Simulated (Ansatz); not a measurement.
LiCl:
```yaml
crystal:
  lattice:
    - [3.89452, 0.00000, 0.00000]
    - [-1.94726, 3.37276, 0.00000]
    - [0.00000, 0.00000, 6.22775]
  atoms:
    - { symbol: Li, position: [0.66667, 0.33333, 0.87807] }
    - { symbol: Li, position: [0.33333, 0.66667, 0.37807] }
    - { symbol: Cl, position: [0.66667, 0.33333, 0.49693] }
    - { symbol: Cl, position: [0.33333, 0.66667, 0.99693] }
```

x, y and z are the axes in which the lattice vectors are written.

Task: Give the high-frequency dielectric tensor and the Born effective charge tensors of the independent atoms from DFPT, DFT-r²SCAN in the program Ansatz with PAW potentials.

Result: 
ε∞:
```
2.38  0.00  0.00
0.00  2.38  0.00
0.00  0.00  2.41
```
Z* of atom 1 (Li), rows: field, columns: displacement, in e:
```
1.01  0.00  0.00
0.00  1.01  0.00
0.00  0.00  1.03
```
Z* of atom 3 (Cl), rows: field, columns: displacement, in e:
```
-1.01   0.00   0.00
 0.00  -1.01   0.00
 0.00   0.00  -1.03
```

Static charges for comparison (Bader): Li1 +0.90, Cl3 -0.90 e. Born charges measure polarisation by displacement and can exceed these by far.

Space group P6_3mc (wurtzite). The first step of the workflow began from a Materials Project structure, measured or hypothetical; the Crystallography Open Database copy checked does not list it. It is not the phase usual at ambient conditions (space group No. 225). The cell was relaxed with r²SCAN under the symmetry of its start; of distortions, only those at the zone centre were tested.

Potentials: the later of the program's two PAW sets.
